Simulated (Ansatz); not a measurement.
A geometry of Bi₂Te₃ away from equilibrium: the start of the relaxation of a generated cell, Bi2Te3 built in the stibnite structure type. Method: PBEsol (plane waves to 420 eV, PAW, scalar-relativistic; Ansatz, a first-principles code). Γ-centred k-mesh 2×4×2 on the run's cell (coarser than for final values), Fermi–Dirac smearing 0.05 eV.

```xyz
20
Lattice="13.3079 0.0000 0.0000 0.0000 4.5173 0.0000 0.0000 0.0000 13.2406" Properties=species:S:1:pos:R:3 pbc="T T T"
Bi    12.9170     1.1293     2.3036
Bi     6.2631     1.1293     4.3167
Bi     0.3909     3.3879    10.9370
Bi     7.0448     3.3879     8.9239
Bi     8.6420     1.1293    12.7636
Bi     1.9881     1.1293     7.0974
Bi     4.6659     3.3879     0.4771
Bi    11.3198     3.3879     6.1432
Te     3.8886     1.1293     2.5397
Te    10.5425     1.1293     4.0806
Te     9.4193     3.3879    10.7009
Te     2.7654     3.3879     9.1600
Te     5.9939     1.1293    11.6120
Te    12.6478     1.1293     8.2489
Te     7.3140     3.3879     1.6286
Te     0.6601     3.3879     4.9917
Te     8.3121     1.1293     7.4293
Te     1.6582     1.1293    12.4316
Te     4.9958     3.3879     5.8113
Te    11.6497     3.3879     0.8090
```

Q: Which atoms carry the largest force, and which way does it point?

A: 0.36 eV/Å, on Te9, Te10, Te11, Te12 (atoms numbered as listed); on Te11 its components are (0.07, 0.00, 0.36).

Q: What is the pressure?

A: -2.9 GPa, compression positive.

Q: How much energy per atom can still be gained by relaxing?

A: 0.09 eV/atom; the path ends in Pnma (No. 62) (AFLOW prototype A3B2_oP20_62_3c_2c (D5_8, as in Sb2S3)).

No spin polarisation in the result.

The run could not lose the symmetry of its start, so the end can be a saddle point.

The end of the path is a generated cell of Bi2Te3: the first start was made by placing the elements on the sites of a structure type, and the end was not matched to a known phase here, so it may be hypothetical. Known forms of Bi2Te3 include space group No. 166.
